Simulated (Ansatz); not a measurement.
Values for one crystal, relaxed and computed with DFT-LDA in the program Ansatz with PAW potentials; other levels are named.

Volume per atom: 9.00 Å³
Band gap: 5.03 eV (direct)
Highest zone-centre frequency (without LO–TO term): 407 cm⁻¹
Hill bulk and shear moduli: 172 and 136 GPa
Debye temperature from the elastic constants: 954 K
Zone-centre stability: no imaginary mode at Γ
Zero-point energy: 74.9 meV/atom

### Question
Which of these materials gives this?
A) ZnSe, zinc blende
B) ZnO, wurtzite
C) BaTiO3, Amm2 (Ba on 2a, Ti on 2b, O on 4e, O on 2a)
D) MgO, rock salt

### Answer
D, MgO, rock salt

Space group Fm-3m (rock salt). The LDA relaxation kept the symmetry of its start.

Potentials: the earlier of the program's two PAW sets.
